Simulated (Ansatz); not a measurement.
A relaxation computed with Ansatz, from input to last step.

```yaml
crystal:
  lattice:
    - [4.7465393203, 0.0, 0.0]
    - [-2.3732696602, 4.1106236315, 0.0]
    - [0.0, 0.0, 4.3368027343]
  atoms:
    - { symbol: Ti, position: [0.0, 0.0, 0.1027731577] }
    - { symbol: Ti, position: [0.0, 0.0, 0.6027731577] }
    - { symbol: C, position: [0.3553368618, 0.0, 0.25] }
    - { symbol: C, position: [0.0, 0.3553368618, 0.25] }
    - { symbol: C, position: [0.6446631382, 0.6446631382, 0.25] }
    - { symbol: C, position: [0.6446631382, 0.0, 0.75] }
    - { symbol: C, position: [0.3553368618, 0.3553368618, 0.75] }
    - { symbol: C, position: [0.0, 0.6446631382, 0.75] }
basis:
  ecutwfc: 420
kpoints:
  mp_grid: { grid: [6, 6, 4] }
hamiltonian:
  xc: pbe
scf:
  occupations: { method: gaussian, width: 0.1 }
  lower_state_search: "off"
output:
  forces: true
  stress: true
  eigenvalues: true
relax:
  adjacent_minimum: "off"
  f_tol: 0.04
  max_steps: 70
  cell: { stress_tol: 0.4 }
```

```bash
ansatz run input.yaml --threads 1 --pin off --max-ram 2560MiB --backend cpu --events-out ev --progress --plain --runs-dir out
```

The calculation used DFT PBE, scalar-relativistic, plane waves, PAW in Ansatz.

Of 18 frames 10 are shown, positions in Å and forces in eV/Å; the SCF threshold varies from step to step. Steps run on the plane waves of an earlier cell, with a Pulay correction in the pressure. The basis is chosen afresh for the last frame, the zero of the energies, and at times for earlier ones too; energy and pressure step there, also at an unchanged geometry. Here that happened at step 11 (-40 meV/atom, 4.4 GPa); the frames before carry an error of that size.

```xyz
8
Lattice="4.7465 0.0000 0.0000 -2.3733 4.1106 0.0000 0.0000 0.0000 4.3368" Properties=species:S:1:pos:R:3:forces:R:3 pbc="T T T" step=1 free_energy_over_end_meV_per_atom=2362.86 pressure_GPa=32.19
Ti    0.0000    0.0000    0.4457    0.0000    0.0000   -4.5010
Ti    0.0000    0.0000    2.6141    0.0000    0.0000   -4.5010
C     1.6866    0.0000    1.0842    5.3764    0.0000    1.5003
C    -0.8433    1.4607    1.0842   -2.6882    4.6561    1.5003
C     1.5300    2.6500    1.0842   -2.6882   -4.6561    1.5003
C     3.0599    0.0000    3.2526   -5.3764    0.0000    1.5003
C     0.8433    1.4607    3.2526    2.6882    4.6561    1.5003
C    -1.5300    2.6500    3.2526    2.6882   -4.6561    1.5003
8
Lattice="4.4174 0.0000 0.0000 -2.2087 3.8256 0.0000 0.0000 0.0000 4.7550" Properties=species:S:1:pos:R:3:forces:R:3 pbc="T T T" step=3 free_energy_over_end_meV_per_atom=1199.36 pressure_GPa=-3.55
Ti    0.0000    0.0000    0.3698    0.0000    0.0000   -1.7086
Ti    0.0000    0.0000    2.7473    0.0000    0.0000   -1.7086
C     1.8034    0.0000    1.2284    3.0147    0.0000    0.5695
C    -0.9017    1.5618    1.2284   -1.5073    2.6108    0.5695
C     1.3070    2.2638    1.2284   -1.5073   -2.6108    0.5695
C     2.6140    0.0000    3.6059   -3.0147    0.0000    0.5695
C     0.9017    1.5618    3.6059    1.5073    2.6108    0.5695
C    -1.3070    2.2638    3.6059    1.5073   -2.6108    0.5695
8
Lattice="3.9567 0.0000 0.0000 -1.9784 3.4266 0.0000 0.0000 0.0000 4.9519" Properties=species:S:1:pos:R:3:forces:R:3 pbc="T T T" step=5 free_energy_over_end_meV_per_atom=488.98 pressure_GPa=-8.63
Ti    0.0000    0.0000    0.2713    0.0000    0.0000   -0.9588
Ti    0.0000    0.0000    2.7472    0.0000    0.0000   -0.9588
C     1.8309    0.0000    1.3172    1.4955    0.0000    0.3196
C    -0.9155    1.5856    1.3172   -0.7477    1.2951    0.3196
C     1.0629    1.8410    1.3172   -0.7477   -1.2951    0.3196
C     2.1258    0.0000    3.7931   -1.4955    0.0000    0.3196
C     0.9155    1.5856    3.7931    0.7477    1.2951    0.3196
C    -1.0629    1.8410    3.7931    0.7477   -1.2951    0.3196
8
Lattice="3.5490 0.0000 0.0000 -1.7745 3.0735 0.0000 0.0000 0.0000 5.2993" Properties=species:S:1:pos:R:3:forces:R:3 pbc="T T T" step=7 free_energy_over_end_meV_per_atom=85.51 pressure_GPa=16.12
Ti    0.0000    0.0000    0.1530    0.0000    0.0000   -0.1760
Ti    0.0000    0.0000    2.8027    0.0000    0.0000   -0.1760
C     1.7574    0.0000    1.4554    0.2698    0.0000    0.0587
C    -0.8787    1.5220    1.4554   -0.1349    0.2337    0.0587
C     0.8958    1.5516    1.4554   -0.1349   -0.2337    0.0587
C     1.7916    0.0000    4.1050   -0.2698    0.0000    0.0587
C     0.8787    1.5220    4.1050    0.1349    0.2337    0.0587
C    -0.8958    1.5516    4.1050    0.1349   -0.2337    0.0587
8
Lattice="3.5647 0.0000 0.0000 -1.7824 3.0871 0.0000 0.0000 0.0000 5.5393" Properties=species:S:1:pos:R:3:forces:R:3 pbc="T T T" step=9 free_energy_over_end_meV_per_atom=57.33 pressure_GPa=-0.59
Ti    0.0000    0.0000    0.1460    0.0000    0.0000   -0.0209
Ti    0.0000    0.0000    2.9157    0.0000    0.0000   -0.0209
C     1.7822    0.0000    1.5259    0.0026    0.0000    0.0070
C    -0.8911    1.5434    1.5259   -0.0013    0.0023    0.0070
C     0.8913    1.5437    1.5259   -0.0013   -0.0023    0.0070
C     1.7826    0.0000    4.2955   -0.0026    0.0000    0.0070
C     0.8911    1.5434    4.2955    0.0013    0.0023    0.0070
C    -0.8913    1.5437    4.2955    0.0013   -0.0023    0.0070
8
Lattice="3.5635 0.0000 0.0000 -1.7817 3.0860 0.0000 0.0000 0.0000 5.5309" Properties=species:S:1:pos:R:3:forces:R:3 pbc="T T T" step=10 free_energy_over_end_meV_per_atom=57.24 pressure_GPa=0.05
Ti    0.0000    0.0000    0.1425    0.0000    0.0000   -0.0021
Ti    0.0000    0.0000    2.9079    0.0000    0.0000   -0.0021
C     1.7818    0.0000    1.5247   -0.0004    0.0000    0.0007
C    -0.8909    1.5431    1.5247    0.0002   -0.0004    0.0007
C     0.8908    1.5430    1.5247    0.0002    0.0004    0.0007
C     1.7817    0.0000    4.2902    0.0004    0.0000    0.0007
C     0.8909    1.5431    4.2902   -0.0002   -0.0004    0.0007
C    -0.8908    1.5430    4.2902   -0.0002    0.0004    0.0007
8
Lattice="3.5339 0.0000 0.0000 -1.7670 3.0605 0.0000 0.0000 0.0000 5.7251" Properties=species:S:1:pos:R:3:forces:R:3 pbc="T T T" step=12 free_energy_over_end_meV_per_atom=2.80 pressure_GPa=1.15
Ti    0.0000    0.0000    0.1498    0.0000    0.0000   -0.0132
Ti    0.0000    0.0000    3.0123    0.0000    0.0000   -0.0132
C     1.7671    0.0000    1.5775   -0.0014    0.0000    0.0044
C    -0.8835    1.5303    1.5775    0.0007   -0.0012    0.0044
C     0.8834    1.5301    1.5775    0.0007    0.0012    0.0044
C     1.7669    0.0000    4.4400    0.0014    0.0000    0.0044
C     0.8835    1.5303    4.4400   -0.0007   -0.0012    0.0044
C    -0.8834    1.5301    4.4400   -0.0007    0.0012    0.0044
8
Lattice="3.5230 0.0000 0.0000 -1.7615 3.0510 0.0000 0.0000 0.0000 5.8029" Properties=species:S:1:pos:R:3:forces:R:3 pbc="T T T" step=14 free_energy_over_end_meV_per_atom=1.53 pressure_GPa=-0.07
Ti    0.0000    0.0000    0.1509    0.0000    0.0000   -0.0081
Ti    0.0000    0.0000    3.0523    0.0000    0.0000   -0.0081
C     1.7616    0.0000    1.5992   -0.0018    0.0000    0.0027
C    -0.8808    1.5256    1.5992    0.0009   -0.0015    0.0027
C     0.8807    1.5254    1.5992    0.0009    0.0015    0.0027
C     1.7614    0.0000    4.5006    0.0018    0.0000    0.0027
C     0.8808    1.5256    4.5006   -0.0009   -0.0015    0.0027
C    -0.8807    1.5254    4.5006   -0.0009    0.0015    0.0027
8
Lattice="3.5193 0.0000 0.0000 -1.7597 3.0478 0.0000 0.0000 0.0000 5.8190" Properties=species:S:1:pos:R:3:forces:R:3 pbc="T T T" step=16 free_energy_over_end_meV_per_atom=0.02 pressure_GPa=0.10
Ti    0.0000    0.0000    0.1495    0.0000    0.0000   -0.0001
Ti    0.0000    0.0000    3.0590    0.0000    0.0000   -0.0001
C     1.7597    0.0000    1.6042   -0.0003    0.0000    0.0000
C    -0.8798    1.5239    1.6042    0.0001   -0.0002    0.0000
C     0.8798    1.5239    1.6042    0.0001    0.0002    0.0000
C     1.7596    0.0000    4.5137    0.0003    0.0000    0.0000
C     0.8798    1.5239    4.5137   -0.0001   -0.0002    0.0000
C    -0.8798    1.5239    4.5137   -0.0001    0.0002    0.0000
8
Lattice="3.5167 0.0000 0.0000 -1.7584 3.0456 0.0000 0.0000 0.0000 5.8326" Properties=species:S:1:pos:R:3:forces:R:3 pbc="T T T" step=18 free_energy_over_end_meV_per_atom=0.00 pressure_GPa=0.02
Ti    0.0000    0.0000    0.1498    0.0000    0.0000    0.0003
Ti    0.0000    0.0000    3.0661    0.0000    0.0000    0.0003
C     1.7583    0.0000    1.6080    0.0007    0.0000   -0.0001
C    -0.8791    1.5227    1.6080   -0.0004    0.0006   -0.0001
C     0.8792    1.5228    1.6080   -0.0004   -0.0006   -0.0001
C     1.7584    0.0000    4.5243   -0.0007    0.0000   -0.0001
C     0.8791    1.5227    4.5243    0.0004    0.0006   -0.0001
C    -0.8792    1.5228    4.5243    0.0004   -0.0006   -0.0001
```

The start is a random arrangement. At the end the space group is P6/mmm (tolerance 0.05 Å).

Time: 43 s on 1 thread of Intel(R) Xeon(R) 6975P-C (Granite Rapids), with other jobs on the host, peak memory 0.4 GiB.

The k mesh is coarse.